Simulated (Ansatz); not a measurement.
TiSi$_{2}$ (C54 type, space group Fddd)

```xyz
6
Lattice="0.0000 4.1323 4.2827 2.4031 0.0000 4.2827 2.4031 4.1323 0.0000" Properties=species:S:1:pos:R:3 pbc="T T T"
Si     2.4031     5.4796     4.2827
Si     2.4031     2.7851     4.2827
Si     3.6047     4.8512     6.4240
Si     3.6047     7.5458     6.4240
Ti     0.0000     0.0000     0.0000
Ti     1.2016     2.0662     2.1413
```

The volume is varied about the relaxed value V₀ at fixed cell shape. The atoms relax within the cell's symmetry.

Computed with PBE (plane waves to 420 eV, PAW, scalar-relativistic; Ansatz, a first-principles code). k mesh 13×13×13 (Γ-centred), Fermi-Dirac smearing 0.05 eV. The energy includes the smearing's −TS. Compression counts positive. With the shape held, the modulus is that of even scaling; a crystal free to change shape is softer. TiSi2 is run without spin polarisation. TiSi2 was relaxed with its symmetry unable to fall. ΔE is measured from the relaxed starting cell. The last digit holds for this mesh only.

```csv
V (Å³/atom),ΔE (meV/atom)
11.908,220.2
12.475,114.3
13.042,47.0
13.609,10.9
14.176,0.0
14.743,9.5
15.310,withheld
15.877,74.5
16.444,124.3
```

Problem. Fit a third-order Birch-Murnaghan form (E₀, V₀, B₀, B₀′ free) to the given rows and predict ΔE at V = 15.310.

Solution. Least squares on the 8 given rows: ΔE = E₀ + (9V₀B₀/16)·y²·[2 + (B₀′ − 4)y], y = (V₀/V)^(2/3) − 1, with V₀ = 14.177 Å³/atom, B₀ = 142.8 GPa (160.2 GPa = 1 eV/Å³; the term in eV is multiplied by 1000), B₀′ = 4.30, E₀ = 0.06 meV/atom; root-mean-square residual 0.07 meV/atom. At 15.310 the fit gives 35.3 meV/atom; the calculation gives 35.4 meV/atom, so the interpolation is off by -0.1 (-0.3 %). For the pressure the fit gives -9.3 GPa against the computed -9.3 GPa.

(Under strain, the slope of the energy per volume gives the stress and its curvature an elastic modulus.)
